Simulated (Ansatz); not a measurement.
Values for one crystal, relaxed and computed with r²SCAN (plane waves, PAW; program Ansatz); other levels are named.

| Quantity | Value |
|---|---|
| Volume per atom | 17.33 Å³ |
| Electronic character | metallic (no gap) |
| Density of states at the Fermi level | 0.81 states/eV per atom (mean over ±0.08 eV) |
| Formation energy from the elements (no fitted shifts) | -0.70 eV/atom |

Pick the material that matches.
(A) LaNi2Ge2, I4/mmm (La on 2a, Ni on 4d, Ge on 4e)
(B) LaAl2Ge2, P-3m1 (La on 1a, Al on 2d, Ge on 2d)
(C) LaSi2Pt, Cmcm (La on 4c, Si on 4c, Si on 4c, Pt on 4c)
(D) YSiNi4, Cmmm (Y on 2a, Si on 2c, Ni on 4i, Ni on 4f)

A, LaNi2Ge2, I4/mmm (La on 2a, Ni on 4d, Ge on 4e)

The first step of the workflow began from a Materials Project structure, measured or hypothetical; the Crystallography Open Database copy checked does not list it. Whether it is the stable phase at ambient conditions was not checked. Symmetry was held in the r²SCAN relaxation; whether a distortion lowers the energy is not shown. No spin polarisation was allowed. The references are the lowest solids computed at this level, not always the standard phases. Scalar-relativistic: spin–orbit coupling is off unless named, which matters more the heavier the elements.

Potentials: the earlier of the program's two PAW sets.
